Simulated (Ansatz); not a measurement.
Relaxed-ion elastic tensor of ZnCu (CsCl type, Pm-3m) in GPa (Voigt order), LDA in the plane-wave PAW code Ansatz; density 9.06 g/cm³, 11.81 Å³ per atom.

```
158  153  153  0.0  0.0  0.0
153  158  153  0.0  0.0  0.0
153  153  158  0.0  0.0  0.0
0.0  0.0  0.0  106  0.0  0.0
0.0  0.0  0.0  0.0  106  0.0
0.0  0.0  0.0  0.0  0.0  106
```

**Question.** Is the crystal mechanically stable?

**Answer.** Yes: the smallest eigenvalue of C is 4.7 GPa.

**Question.** Work out the Voigt and Reuss bounds. Is their mean of use?

**Answer.** K_V = 155, K_R = 155; G_V = 64.8, G_R = 5.7 GPa. The bounds lie so far apart that a Hill average or a Debye temperature from it would say little.

Symmetry was held in the LDA relaxation. The run is not spin-polarised. As this level gives no gap, shear constants depend on the k-mesh and smearing (Fermi–Dirac, 0.1 eV here).

Potentials: the earlier of the program's two PAW sets. The files were generated under PBE; for other functionals the program regenerates the frozen cores, and for LDA and PBEsol the local potential too.
